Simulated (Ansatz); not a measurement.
# Ge (diamond): map of one atom of the cell

Relaxed Ge (diamond):

```yaml
crystal:
  lattice:
    - [0.00000, 2.83729, 2.83729]
    - [2.83729, 0.00000, 2.83729]
    - [2.83729, 2.83729, 0.00000]
  atoms:
    - { symbol: Ge, position: [0.00000, 0.00000, 0.00000] }
    - { symbol: Ge, position: [0.25000, 0.25000, 0.25000] }
```

In this cell atom 1 (Ge, nearest neighbour Ge at 2.457 Å; its periodic images, 4.0 Å or more away, move with it) is moved by u·(1.000, 0.000, 0.000) + v·(0.000, 1.000, 0.000); the rest is frozen.

Level of theory: r2SCAN (plane waves to 500 eV, PAW, scalar-relativistic; Ansatz, a program for electronic structure). k mesh 8×8×8 (Γ-centred), Fermi-Dirac smearing 0.05 eV. E stands for the smeared free energy. As the smearing reaches across the gap at some points, energies and forces of such displacements shift with the k mesh and the smearing. Fu and Fv are the components of the force on the atom. Ge was relaxed with its symmetry unable to fall. The zero of ΔE is the undisplaced structure. Axes are in Å.

ΔE (meV/cell), with u across and v down:

```
v \ u   -0.610  -0.305  0.000  0.305  0.610
------  ------  ------  -----  -----  -----
-0.610    4328    2441   1742   2441   4328
-0.305    2441    1050    503   1050   2441
0.000     1742     503      0    503   1742
0.305     2441    1050    503   1050   2441
0.610     4328    2441   1742   2441   4328
```

Fv (eV/Å), with u across and v down:

| v \ u | -0.610 | -0.305 | 0.000 | 0.305 | 0.610 |
|---|---|---|---|---|---|
| -0.610 | 7.60 | 5.35 | 4.70 | 5.35 | 7.60 |
| -0.305 | 4.45 | 3.43 | 3.11 | 3.43 | 4.45 |
| 0.000 | 0.00 | 0.00 | 0.00 | 0.00 | 0.00 |
| 0.305 | -4.45 | -3.43 | -3.11 | -3.43 | -4.45 |
| 0.610 | -7.60 | -5.35 | -4.70 | -5.35 | -7.60 |

Read from the data:

| Property | Result |
|---|---|
| Principal force constants in the plane (five-point differences of the forces) | 11.0 eV/Å², isotropic |
| Centre of the map | a minimum |
| Lowest place on the grid | u = 0.000 Å, v = 0.000 Å (0 meV/cell) |
| Highest place on the grid, met at several equal points | u = -0.610 Å, v = -0.610 Å; u = 0.610 Å, v = -0.610 Å; u = -0.610 Å, v = 0.610 Å; u = 0.610 Å, v = 0.610 Å (4328 meV/cell) |

(A displaced cell: forces are minus the slopes of the energy, force constants its curvatures, and phonons follow from these.)
